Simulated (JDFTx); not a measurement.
System: MgB2(1 0 -1 0) (P6/mmm bulk; lattice of mp-763, not re-optimised at this level), 1x1 cell of 10 atoms in 10 planes (Mg outermost, slab composition Mg4B6), area 10.78 Å² a face, 8.0 Å between the outermost planes in a cell 24.0 Å high; k mesh 8×6×1, Fermi width 0.01 Ha, no spin polarisation. Whether this polymorph is the ambient one wasn't checked.

Level of theory: PBE, GBRV ultrasoft potentials, plane waves to 20/100 Ha; code: JDFTx (a modified build). Liquid: CANDLE, water, 1 M KF. The neutral cell holds 58 valence electrons and has two faces of 10.784 Å² each. Last filling lines of the neutral and of a charged run (μ in hartree, zero in the bulk liquid):

```
FillingsUpdate:  mu: -0.110085025  nElectrons: 58.000000
FillingsUpdate:  mu: -0.115393000  nElectrons: 57.934849
```

Working it through: both potentials, by the convention U = −μ/e − 4.44 V vs SHE, the surface charge density and the mean capacitance.

U_pzc = 0.11009 × 27.2114 − 4.44 = -1.44 V; U = 0.11539 × 27.2114 − 4.44 = -1.30 V. The cell has -0.0652 excess electrons, a net charge of 0.0652 e, shared by two faces: σ = 0.0652 e / (2 × 10.784 Å²) = 0.00302 e/Å² = 4.8 μC/cm² (1 e/Å² = 1602.18 μC/cm²). C = σ/(U − U_pzc) = 4.8/0.14 ≈ 34 μF/cm².
